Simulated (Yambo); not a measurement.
GaAlN2 (space group P3m1, No. 156); a = 3.115 Å, b = 3.115 Å, c = 5.048 Å, α = 90.00°, β = 90.00°, γ = 120.00°. With the G0W0 scissor the direct gap on the mesh is 4.22 eV. Axes are Cartesian, with cell vectors (Å) (3.11, 0.00, 0.00), (-1.56, 2.70, 0.00), (0.00, 0.00, 5.05).

Question: Can the lowest exciton of this BSE run be trusted, and with what binding energy? (Yambo, LDA bands; 12×12×6 mesh, 5 valence and 2 conduction bands, static screening with 29 bands and a 4 Ry block, scissor 1.07 eV, Tamm-Dancoff.)

Answer: No. The lowest state covers only about 1 of the 864 k points, so the mesh doesn't resolve it: its energy and its distance from the direct gap are mesh artefacts. An extended exciton needs a far denser mesh. The scissor comes from a G0W0 run whose convergence isn't established. Spin-orbit splittings are left out.

The standard potential for Ga keeps a d shell in the valence without the s and p states of that shell. In tests on such compounds this moved G0W0 gaps by up to about 0.9 eV, so absolute quasiparticle energies here are unreliable; differences between settings are what counts.

Geometry relaxed with LDA.

The structure is a Materials Project entry; no match was found in the copy of COD used, and its stability was not checked.
